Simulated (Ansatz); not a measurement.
Total density of states per atom from the program Ansatz at the r²SCAN level (PAW), in 0.25 eV bins, energy from the Fermi level:

(E (eV), states/eV/atom): (-7.85, 0.22); (-7.60, 0.19); (-7.35, 0.13); (-7.10, 0.21); (-6.85, 0.22); (-6.60, 0.32); (-6.35, 0.46); (-6.10, 0.49); (-5.85, 0.49); (-5.60, 0.49); (-5.35, 0.45); (-5.10, 0.50); (-4.85, 0.49); (-4.60, 0.61); (-4.35, 1.12); (-4.10, 1.21); (-3.85, 0.82); (-3.60, 0.88); (-3.35, 0.46); (-3.10, 1.26); (-2.85, 1.10); (-2.60, 1.38); (-2.35, 1.53); (-2.10, 0.97); (-1.85, 1.01); (-1.60, 0.26); (-1.35, 0.14); (-1.10, 0.49); (-0.85, 0.53); (-0.60, 0.42); (-0.35, 0.44); (-0.10, 0.46); (0.15, 0.44); (0.40, 0.64); (0.65, 0.99); (0.90, 1.16); (1.15, 0.67); (1.40, 0.39); (1.65, 0.78); (1.90, 0.96); (2.15, 0.59); (2.40, 0.38); (2.65, 0.75); (2.90, 1.04); (3.15, 1.25); (3.40, 0.80); (3.65, 0.52); (3.90, 0.33); (4.15, 0.40); (4.40, 0.38); (4.65, 0.35); (4.90, 0.29)

Pick the material that matches.
A) Cr2C, P-3m1 (Cr on 2d, C on 1b)
B) Mn3GaC, anti-perovskite
C) CaGa, Cmcm (Ca on 4c, Ga on 4c)
D) GaAs, P6_222 (Ga on 3d, As on 3c)

B, Mn3GaC, anti-perovskite. Within 0.5 eV of the Fermi level: Mn 3d 74 %, C 2p 9 %. Projections are on Löwdin-orthogonalised atomic valence shells; empty p or d shells of many metals are not among them.

Space group Pm-3m (anti-perovskite). The workflow started from an entry of the Crystallography Open Database (COD). Whether it is the stable phase at ambient conditions was not checked. The r²SCAN relaxation kept the symmetry of its start; its stability against distortions is not shown here. The final state is ferromagnetic, the only order run, not a proven ground state. Other orbital occupations within this spin state were not tried. Spin–orbit coupling is left out wherever it is not named.

Potentials: the later of the program's two PAW sets.
